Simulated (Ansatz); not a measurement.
Given:

MoP:
```cif
data_MoP
_chemical_formula_sum 'Mo1 P1'
_space_group_name_H-M_alt 'P 1'
_space_group_IT_number 1
_cell_length_a 3.24137
_cell_length_b 3.24137
_cell_length_c 3.19397
_cell_angle_alpha 90.000
_cell_angle_beta 90.000
_cell_angle_gamma 120.000
loop_
_space_group_symop_operation_xyz
  'x, y, z'
loop_
_atom_site_label
_atom_site_type_symbol
_atom_site_fract_x
_atom_site_fract_y
_atom_site_fract_z
_atom_site_occupancy
Mo1 Mo 0.00000 0.00000 0.00000 1
P1 P 0.33333 0.66667 0.50000 1
```

This is the PBE-relaxed structure.

**Question.** All from DFT-PBE in the program Ansatz with PAW potentials, unless another level is named. Give the electronic character.

**Answer.** metallic (no gap).

**Question.** Predict the formation energy from the elements (no fitted shifts).

**Answer.** -0.69 eV/atom.

**Question.** Predict the density of states at the Fermi level.

**Answer.** 0.40 states/eV per atom (mean over ±0.08 eV).

Space group P-6m2. The cell was relaxed with PBE under the symmetry of its start. No spin polarisation was allowed. The references are the lowest solids computed at this level, not always the standard phases. Scalar-relativistic: spin–orbit coupling is off unless named, which matters more the heavier the elements.

Potentials: the later of the program's two PAW sets.
